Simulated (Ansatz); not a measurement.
CuCl:
Space group F-43m (No. 216); a = b = c = 5.4241 Å, α = β = γ = 90.00°

| atom | site | symmetry | x | y | z |
|---|---|---|---|---|---|
| Cu | 4a | -43m | 0.0000 | 0.0000 | 0.0000 |
| Cl | 4c | -43m | 0.2500 | 0.2500 | 0.2500 |
(The calculation used a cell of 2 atoms; values per cell refer to that cell.)

Relaxed with PBE.

Task: Decompose the optical modes at the zone centre into irreducible representations, and say which are infrared and Raman allowed.

Result: Point group -43m: Γ_opt = T2. Infrared: T2. Raman: T2.

Task: Assign frequencies (DFPT, plane-wave PAW PBE (Ansatz code); without the LO–TO term).

Result: T2 131 cm⁻¹.

The cell was relaxed with PBE under the symmetry of its start; phonons on a q-mesh show no instability. No spin polarisation was allowed.

Potentials: the later of the program's two PAW sets.
